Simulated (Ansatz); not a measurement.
AgW:
```
AgW
1.0
    4.60088     0.00000     0.00000
    0.00000     2.71687     0.00000
    0.00000     0.00000     5.22564
W Ag
2 2
Cartesian
  1.15022   0.00000   4.54533
  3.45066   0.00000   0.68031
  1.15022   1.35844   1.90220
  3.45066   1.35844   3.32345
```

Relaxed with r²SCAN. Special points in fractions of this cell's reciprocal vectors: Γ (0.000, 0.000, 0.000); X (0.500, 0.000, 0.000); S (0.500, 0.500, 0.000); Y (0.000, 0.500, 0.000); Z (0.000, 0.000, 0.500); U (0.500, 0.000, 0.500); R (0.500, 0.500, 0.500); T (0.000, 0.500, 0.500).

### Question
List the band energies nearest the Fermi level at these points for r²SCAN with spin–orbit coupling in the plane-wave PAW code Ansatz.

### Answer
In eV from the Fermi level; about four levels below and three above (degenerate sets whole), none deeper than 8.9 eV; points with the same levels are listed once.

| k | below | above |
|---|---|---|
| Γ | -1.88 -1.88 -0.15 -0.15 | 1.05 1.05 1.92 1.92 |
| X | -0.11 -0.11 -0.11 -0.11 | 2.17 2.17 2.17 2.17 |
| S | -0.89 -0.89 -0.89 -0.89 | 3.19 3.19 3.19 3.19 |
| Y | -1.50 -1.50 -0.64 -0.64 | 0.05 0.05 0.78 0.78 |
| Z | -1.99 -1.99 -1.91 -1.91 | 0.93 0.93 1.88 1.88 |
| U | -1.17 -1.17 -1.17 -1.17 | 1.91 1.91 1.91 1.91 |
| R | -0.73 -0.73 -0.73 -0.73 | 0.76 0.76 0.76 0.76 |
| T | -0.71 -0.71 -0.31 -0.31 | 0.91 0.91 1.36 1.36 |

Space group Pmma. The start of the workflow was typed in or built on a structure type; neither database checked (COD, Materials Project) lists it. Its standing as an ambient phase is unchecked. Symmetry was held in the r²SCAN relaxation; its stability against distortions is not shown here. No spin polarisation was allowed. Its formation energy is positive at this level, so the cell may be metastable or incomplete.

Potentials: the earlier of the program's two PAW sets.
